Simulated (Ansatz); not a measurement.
Nb2AlC:
```
Nb2AlC
1.0
    3.10345     0.00000     0.00000
   -1.55173     2.68767     0.00000
    0.00000     0.00000    13.94529
Al Nb C
2 4 2
Direct
  0.33333   0.66667   0.75000
  0.66667   0.33333   0.25000
  0.33333   0.66667   0.08967
  0.66667   0.33333   0.91033
  0.66667   0.33333   0.58967
  0.33333   0.66667   0.41033
  0.00000   0.00000   0.00000
  0.00000   0.00000   0.50000
```

Relaxed with r²SCAN. Special points in fractions of this cell's reciprocal vectors: Γ (0.000, 0.000, 0.000); M (0.500, 0.000, 0.000); K (0.333, 0.333, 0.000); A (0.000, 0.000, 0.500); L (0.500, 0.000, 0.500); H (0.333, 0.333, 0.500).

Problem. List the band energies nearest the Fermi level at these points for r²SCAN (plane waves, PAW; program Ansatz).

Solution. In eV from the Fermi level; about four levels below and three above (degenerate sets whole), none deeper than 8.9 eV; points with the same levels are listed once.

```json
[
 {"k": "Γ", "below": "-0.30 -0.30 -0.27 -0.27", "above": "1.07 1.07 1.18 1.18"},
 {"k": "M", "below": "-3.11 -2.86 -1.64 -1.50", "above": "1.09 1.49 1.64"},
 {"k": "K", "below": "-1.86 -1.86 -1.52 -0.54", "above": "1.30 1.30 1.85 1.85"},
 {"k": "A", "below": "-0.29 -0.29 -0.29 -0.29", "above": "1.12 1.12 1.12 1.12"},
 {"k": "L", "below": "-3.05 -3.05 -1.57 -1.57", "above": "1.53 1.53 1.68 1.68"},
 {"k": "H", "below": "-1.72 -1.72 -1.04 -1.04", "above": "1.23 1.23 2.02 2.02"}
]
```

Space group P6_3/mmc. The first step of the workflow began from a Materials Project structure, measured or hypothetical; the Crystallography Open Database copy checked does not list it. Its standing as an ambient phase is unchecked. The r²SCAN relaxation kept the symmetry of its start; its stability against distortions is not shown here. The run is not spin-polarised. Spin–orbit coupling is left out wherever it is not named.

Potentials: the later of the program's two PAW sets.
